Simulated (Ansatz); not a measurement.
**Sc2TeN2: reading a single point**

```
Sc Te N
1.0
     0.00000    3.83874    0.00000
     3.83874    0.00000    0.00000
     1.91937    1.91937   -6.10145
Sc Te N
2 1 2
Direct
  0.34400 0.34400 0.31200
  0.65600 0.65600 0.68800
  0.00000 0.00000 0.00000
  0.25000 0.75000 0.50000
  0.75000 0.25000 0.50000
```

Single point in Ansatz 0.2.0 with PBE, no spin polarisation. Cutoff 420 eV, PAW datasets, 9×9×9 Γ-centred k mesh, fermi-dirac filling (width 0.1 eV).

Problem. Is it stable against the elements?

Solution. -0.77 eV an atom against the elements' usual phases (free molecules for gases, crystals otherwise, with no correction for O₂ or N₂), so it is bound against them; other compounds may still compete. Relaxing would lower it.

Problem. Give the Bader charges.

Solution. Bader charges in e: Sc +1.79, Te -0.99, N -1.29. In the mean Sc gives up most and N takes most.

Problem. What happens at the Fermi level?

Solution. It is a metal, with about 4 states/eV a cell as the mean within 0.25 eV of the Fermi level, mostly N p (54 %), Te p (27 %) and Sc d (16 %).

Problem. Where is the largest force?

Solution. The largest is on Sc1 (and as large on other atoms): 2.08 eV/Å, components (0.00, 0.00, -2.08). It makes 59° with the line to a nearest neighbour, N4 at 2.24 Å.

Problem. Is the cell too large or too small?

Solution. The pressure is -9.5 GPa (compression positive), so with the atoms held at these fractions the cell would first shrink; the forces are large, so a full relaxation may end otherwise. The principal stresses -12.1, -12.1, -4.2 GPa differ, so its shape would change too.

Problem. Describe some of the short contacts.

Solution. Sc–N at 2.24 Å: least valence density 0.41 e/Å³ and ELF 0.20 there. Te–Sc at 3.32 Å: least valence density 0.10 e/Å³ and ELF 0.11 there. Te–N at 3.60 Å: least valence density 0.08 e/Å³ and ELF 0.11 there. These are pseudo-fields; inside the PAW spheres they differ from the all-electron ones.

Origin: a known structure type with other elements, at an estimated volume, so it need not be a known compound. Caveats: many states at the Fermi level without spin polarisation, so a magnetic state may lie lower; atoms or cell far from equilibrium.
